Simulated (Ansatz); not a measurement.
The relaxed structure here is a generated cell of Y3Ge: the first start was made by placing the elements on the sites of a structure type, and the end was not matched to a known phase here, so it may be hypothetical.

The end point of a relaxation of Y$_{3}$Ge. Space group Fm-3m (No. 225), AFLOW prototype AB3_cF16_225_a_bc (D0_3, as in BiF3). Calculation: r2SCAN (plane waves to 500 eV, PAW, scalar-relativistic; Ansatz, a quantum-chemistry and plane-wave program).

```cif
data_Ge4Y12
_chemical_formula_sum 'Ge4 Y12'
_space_group_name_H-M_alt 'Fm-3m'
_space_group_IT_number 225
_space_group_name_Hall '-F 4 2 3'
_cell_length_a 7.45561
_cell_length_b 7.45561
_cell_length_c 7.45561
_cell_angle_alpha 90.000
_cell_angle_beta 90.000
_cell_angle_gamma 90.000
loop_
_atom_site_label
_atom_site_type_symbol
_atom_site_symmetry_multiplicity
_atom_site_Wyckoff_symbol
_atom_site_fract_x
_atom_site_fract_y
_atom_site_fract_z
_atom_site_occupancy
Ge1 Ge 4 a 0.00000 0.00000 0.00000 1
Y1 Y 4 b 0.50000 0.50000 0.50000 1
Y2 Y 8 c 0.25000 0.25000 0.25000 1
```
(The calculation used a cell of 4 atoms; values per cell refer to that cell.)

```yaml
volume_per_atom: 25.90 Å³
band_gap: no gap (metallic)
shortest_distances: Y–Y 3.23 Å; Ge–Y 3.23 Å
k-mesh: 11×11×11
```

No spin polarisation in the result. The relaxed primitive cell holds an odd number of electrons. A magnetic state may lie lower.

The run could not lose the symmetry of its start: the end is stationary, and may be a saddle point rather than a minimum.

All atoms sit on sites fixed by symmetry, so only the cell could relax.
